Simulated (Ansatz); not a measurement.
# What DFT gives for La₂AlCo₂P

```yaml
crystal:
  lattice:
    - [-2.18475, 3.19356, 4.74692]
    - [4.36951, 0.00000, 0.00000]
    - [2.18475, 3.19356, -4.74692]
  atoms:
    - { symbol: La, position: [0.18923, 0.68923, 0.81077] }
    - { symbol: La, position: [0.81077, 0.31077, 0.18923] }
    - { symbol: Co, position: [0.29332, 0.00000, 0.29332] }
    - { symbol: Co, position: [0.70668, 0.00000, 0.70668] }
    - { symbol: Al, position: [0.50000, 0.50000, 0.50000] }
    - { symbol: P, position: [0.00000, 0.00000, 0.00000] }
```

Level: r2SCAN, no spin polarisation; 500 eV; 8×8×8 Γ-centred mesh; fermi-dirac occupations (width 0.1 eV); Ansatz 0.2.0, fixed geometry.

Question: Which element gives electrons and which takes them?

Answer: Bader charges in e: La +1.45, Al +0.43, Co -1.24, P -0.85. In the mean La gives up most and Co takes most.

Question: Is there a gap?

Answer: It is a metal, with about 5.4 states/eV a cell as the mean within 0.25 eV of the Fermi level, mostly Co d (43 %) and La d (31 %).

Question: Is it stable against the elements?

Answer: -0.34 eV an atom against the elements' usual phases (free molecules for gases, crystals otherwise, with no correction for O₂ or N₂), so it is bound against them; other compounds may still compete. Relaxing would lower it.

Question: Which atom feels the largest force, and which way?

Answer: The largest is on Co3 (and as large on other atoms): 4.51 eV/Å, components (0.00, 4.51, 0.00). It makes 180° with the line to a nearest neighbour, P6 at 1.87 Å, pointing away from it.

Question: Is the cell too large or too small?

Answer: The pressure is 3.5 GPa (compression positive), so with the atoms held at these fractions the cell would first expand; the forces are large, so a full relaxation may end otherwise. The principal stresses -0.6, 0.8, 10.3 GPa differ, so its shape would change too.

Origin: a known structure type with other elements, at an estimated volume, so it need not be a known compound. Caveats: no spin polarisation, so a magnetic state may lie lower; atoms or cell far from equilibrium; f levels without a U or exact exchange are poorly placed.
